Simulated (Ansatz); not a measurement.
According to the program Ansatz at the r²SCAN level (PAW), Mn$_{2}$SiB$_{2}$ in the orthorhombic phase (Cmmm; Si on 2a, Mn on 4j, B on 4i) relaxes to a = 2.925 Å, b = 10.129 Å, c = 2.976 Å. Its formation energy from the elements is -0.24 eV/atom, with no fitted shifts.

Electronic character: metallic (no gap). The magnetic state found is antiferromagnetic.

The start of the workflow was typed in or built on a structure type; neither database checked (COD, Materials Project) lists it. Whether it is the stable phase at ambient conditions was not checked. Symmetry was held in the r²SCAN relaxation, as lowered by the spin order; its stability against distortions is not shown here. The final state is antiferromagnetic, chosen from 2 collinear starts compared on coarse meshes (ties went to the first, and starts can fall back to one state), not a proven ground state. Other orbital occupations within this spin state were not tried. The references are the lowest solids computed at this level, not always the standard phases. The manganese reference at this level is a Cmcm phase, not α-Mn.

Potentials: the later of the program's two PAW sets.
